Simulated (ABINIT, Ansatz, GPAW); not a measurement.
## GaSb3 and the functional, program beside program

It takes space group Fm-3m (No. 225, cubic). The conventional cell has a = 7.461 Å, b = 7.461 Å, c = 7.461 Å, α = 90.00°, β = 90.00°, γ = 90.00°. Sb (site symmetry m-3m) has 8 Sb at 3.23 Å as nearest neighbours. Around Sb (site symmetry -43m) lie 4 Sb at 3.23 Å and 4 Ga at 3.23 Å. Ga (site symmetry m-3m) is surrounded by 8 Sb at 3.23 Å.

The cell comes from a database or a generator and needn't be the stable form of this composition.

Kept alike: task band structure; k mesh 6 × 6 × 6; occupations fermi-dirac, width 0.05 eV; no spin polarisation. The mesh is that of the run's cell of 4 atoms. No spin-orbit coupling.

- A: ABINIT; JTH PAW LDA v2.0 (LDA); JTH PAW PBE v2.0 (PBE); PseudoDojo NC SR PBEsol v0.4.1 standard (PBEsol), cutoff 463 to 1088 eV
- B: GPAW; the program's PAW data sets (release 1.2.1) made for this functional (LDA); GPAW PAW data sets (gpaw-data 1.2.1) (PBE); PAW data sets generated for this functional (PBEsol), cutoff 600 eV
- C: Ansatz, all-electron LAPW, scalar-relativistic

| functional | A: pressure (GPa) | B: pressure (GPa) | C: pressure (GPa) |
| --- | --- | --- | --- |
| LDA | -4.74 | -4.79 | -4.46 |
| PBE | -0.78 | -0.86 | -0.52 |
| PBEsol | -3.46 | -3.76 | -3.43 |

Pressure is positive in compression; plane-wave values hold the error of the finite cutoff. For a metal such a mesh leaves the last digits unconverged.

How large is the effect of the functional, and do the programs agree on it?

From LDA to PBE the pressure moves by +3.96 in A, +3.93 in B, +3.94 in C (GPa). Row by row the programs differ by 0.33 to 0.34, and over this span the shifts, as printed, agree within about 1 %. Shifts from LDA: PBE +3.96, +3.93, +3.94; PBEsol +1.28, +1.03, +1.03; the programs' shifts differ by up to 0.25.
